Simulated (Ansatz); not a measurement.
## Tl (P6_3/mmc)

All numbers below come from DFT PBE+D3(BJ), scalar-relativistic, plane waves, PAW (Ansatz 0.2.0).

Settings: cutoff 420 eV, Γ-centred mesh 15×15×4 on the computed 4-atom cell, Gaussian smearing of 0.10 eV; no spin polarisation.

The structure is relaxed at this level of theory with its symmetry kept.

```cif
data_structure
_symmetry_space_group_name_H-M 'P6_3/mmc'
_symmetry_Int_Tables_number 194
_cell_length_a 3.4563
_cell_length_b 3.4563
_cell_length_c 11.3500
_cell_angle_alpha 90.000
_cell_angle_beta 90.000
_cell_angle_gamma 120.000
_cell_volume 117.42
loop_
_atom_site_label
_atom_site_type_symbol
_atom_site_symmetry_multiplicity
_atom_site_Wyckoff_symbol
_atom_site_fract_x
_atom_site_fract_y
_atom_site_fract_z
_atom_site_occupancy
Tl1 Tl 2 a 0.00000 0.00000 0.00000 1
Tl2 Tl 2 c 0.33333 0.66667 0.25000 1
```

Density of states at the Fermi level?

2.20 states/eV per cell.

Löwdin character within 0.5 eV of the Fermi level?

Tl 6p 78 %, Tl 6s 20 %.

Bulk modulus?

33 GPa.

Its pressure derivative?

5.4.

Bader charges (e)?

Tl (2 in the cell) 0.01, Tl (2 in the cell) -0.01.

Spin-orbit coupling is left out, which matters for the bands of heavy elements.